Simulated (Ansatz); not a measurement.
An Ansatz (an electronic-structure program) run. Input:

Ansatz 0.2 input:
```yaml
crystal:
  lattice:
    - [2.9823674424, 0.0, 0.0]
    - [0.0, 2.9823674424, 0.0]
    - [0.0, 0.0, 2.9823674424]
  atoms:
    - { symbol: Ru, position: [0.0, 0.0, 0.0] }
    - { symbol: Al, position: [0.5, 0.5, 0.5] }
kpoints:
  mp_grid: { grid: [14, 14, 14] }
hamiltonian:
  xc: r2scan
  pseudopotentials: { kind: paw }
scf:
  occupations: { method: gaussian, width: 0.1 }
checkpoint: { read: metal.run }
output: { write_density: true, elf: true, volumetric_format: npy }
basis: { fft_grid_basis: typed }
```

Output (shortened):

```
Pseudopotential: Ru, paw, valence charge 16
Pseudopotential: Al, paw, valence charge 3
Functional definition: r2SCAN
Crystal: 2 atoms, lattice volume = 26.527 Å³
Basis set: ecut = 500 eV, 691 PW (Γ), exchange–correlation on 96×96×96 points (64 copies of the dense FFT grid, shifted against one another)
Bands: 18, of which v1, the nominal top of the filled ones, is band 10 counted from 1 (9 counted from 0)
Symmetry: 48 space group operations
Space group: Pm-3m (ITA 221), of the structure as read, at distance tolerance 3.0e-5 Å
k-points: 120 of 2744
Stability of the state it starts from, as read at its close in the unpolarized treatment …
iter 1 solved again at ethr=7.32e-9 eV; its pass at ethr=3.10e-3 eV (dr2=1.39e-6 eV) is discarded
SCF iter   1: F=—  HF=-6432.540737 eV  |F-HF|=—  |Δ(HF+E_count)|=         —  Δρ=5.06e-7  dr2=2.04e-11  dr2_τ=1.14e-11  ethr=7.32e-9  ⟨swp⟩=3.0  Hψ=17030  notcnv=0
preconditioner: auto → none
SCF iter   2: F=-6432.540737 eV  HF=-6432.540737 eV  |F-HF|=2.73e-12  |Δ(HF+E_count)|=   1.39e-9  Δρ=2.19e-7  dr2=6.22e-12  dr2_τ=5.29e-12  ethr=1.00e-12  ⟨swp⟩=5.6  Hψ=7563  notcnv=0
SCF 1 converged in 2 iterations: F = -6432.540737 eV  dr2 = 6.22e-12
SCF converged after 2 iterations
Free energy (F): -6432.540737 eV
Harris-Foulkes:  -6432.540737 eV  (|F-HF|=2.73e-12)
Internal energy: -6432.531117 eV  (E = F + TS)
E sigma→0 (E₀):  -6432.535927 eV
Entropy (-TS):   -0.009620 eV (-4.810 meV/atom)
Fermi energy:    16.146741 eV
--- Per-component energies (eV) ---
  E_band       = -133.221529
  E_kinetic    = 543.688399
  E_local      = -1788.675105  (includes V_loc(G=0)·N_el)
  E_nonlocal   = 353.943554
  E_hartree    = 636.191872
  E_xc         = -223.051722
  E_vxc        = -301.630692  (∫ρ·V_xc dr)
  E_paw        = -3953.257962  (= ΣΔE_a)
  E_vpaw       = -233.556855  (= ΣTr[D̂ρ^β])
  E_aug_tail   = 0.000091  (compensation charges beyond the density's cutoff)
  E_vtau       = 20.625432  (kinetic-family band-sum trace: ∫τ·v_τ [+ j·A + Jᵃ·Aᵃ] dr)
  E_ewald      = -2000.999180
  E_core_change = -0.371064  (= ΣΔE_core)
  E_smearing   = -0.009620  (= −TS)
  E_closure    =  0.000000  (closes the sum)
  Σ components = -6432.540737   (vs F -6432.540737, Δ=0.00e0)
  [band-id]    e_kinetic+e_local+e_nonlocal+2·e_hartree+e_vxc+e_vpaw+e_augmentation_tail+e_vtau = -133.221433   (vs E_band -133.221529, Δ=9.57e-5)
--- Band table (eV; the first three rows and the last of 120) ---
  k-point 0: bands = ["-57.7635", "-26.9291", "-26.9291", "-26.9291", "5.9399", "12.4182", "12.4182", "16.3173", "16.3173", "16.3173", "22.7149", "22.7149", "22.7149", "27.6544", "27.6544", "32.8023", "36.7743", "36.7743"]
  k-point 1: bands = ["-57.7626", "-26.9411", "-26.9281", "-26.9281", "6.0442", "12.4528", "12.4561", "16.1878", "16.1878", "16.3300", "22.1999", "22.9227", "22.9227", "27.4167", "28.0825", "33.1119", "36.4255", "36.4255"]
  k-point 2: bands = ["-57.7601", "-26.9744", "-26.9252", "-26.9252", "6.3520", "12.5276", "12.5651", "15.8569", "15.8569", "16.3659", "21.1164", "23.4882", "23.4882", "26.7962", "28.8771", "34.0758", "35.4908", "35.4908"]
  k-point 119: bands = ["-57.7095", "-27.1089", "-27.1089", "-27.1089", "11.1815", "11.1815", "11.1815", "17.9865", "17.9865", "19.4023", "20.5000", "20.5000", "20.5000", "25.2013", "25.2013", "25.2013", "29.0525", "43.3437"]
```

Cost: roughly 5 core-seconds on shared cores.

The cell was relaxed with r²SCAN under the symmetry of its start. No spin polarisation was allowed. Scalar-relativistic: spin–orbit coupling is off unless named, which matters more the heavier the elements.

Potentials: the later of the program's two PAW sets.

Ansatz is a plane-wave DFT program.
